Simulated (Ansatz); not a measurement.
## Yb₂InGe₂, a known structure type with other elements, at an estimated volume

```
Ge Yb In
1.0
     7.21947    0.00000    0.00000
     0.00000    7.21947    0.00000
     0.00000    0.00000    4.16535
Ge Yb In
4 4 2
Direct
  0.38086 0.88086 0.00000
  0.11914 0.38086 0.00000
  0.61914 0.11914 0.00000
  0.88086 0.61914 0.00000
  0.17894 0.67894 0.50000
  0.32106 0.17894 0.50000
  0.82106 0.32106 0.50000
  0.67894 0.82106 0.50000
  0.00000 0.00000 0.00000
  0.50000 0.50000 0.00000
```

Method: m-r2SCAN, no spin polarisation; PAW, plane waves to 500 eV, 4×4×6 Γ-centred mesh, fermi-dirac occupations (width 0.1 eV) (Ansatz 0.2.0), atoms fixed.

Describe some of the short contacts.

Ge–Ge at 2.43 Å: least valence density 0.46 e/Å³ and ELF 0.59 there. In–Ge at 2.88 Å: least valence density 0.25 e/Å³ and ELF 0.42 there. Yb–Ge at 2.93 Å: least valence density 0.21 e/Å³ and ELF 0.17 there. These are pseudo-fields; inside the PAW spheres they differ from the all-electron ones.

Which element gives electrons and which takes them?

Bader charges in e: Yb +1.35, In -0.29, Ge -1.20. In the mean Yb gives up most and Ge takes most.

What happens at the Fermi level?

It is a metal, with about 7.1 states/eV a cell as the mean within 0.25 eV of the Fermi level, mostly Yb f (49 %), Yb d (24 %) and Ge p (18 %).

Where is the largest force?

The largest is on Ge1 (and as large on other atoms): 0.23 eV/Å, components (-0.16, -0.16, 0.00). It makes 180° with the line to a nearest neighbour, Ge3 at 2.43 Å, pointing away from it.

What does the stress say?

The pressure is 3.1 GPa (compression positive), so with the atoms held at these fractions the cell would first expand. The principal stresses 2.7, 2.7, 3.8 GPa differ, so its shape would change too.

Origin: a known structure type with other elements, at an estimated volume, so it need not be a known compound. Caveats: no spin polarisation, so a magnetic state may lie lower; f levels without a U or exact exchange are poorly placed; m-r2SCAN is r2SCAN with a changed spin dependence that lowers moments.
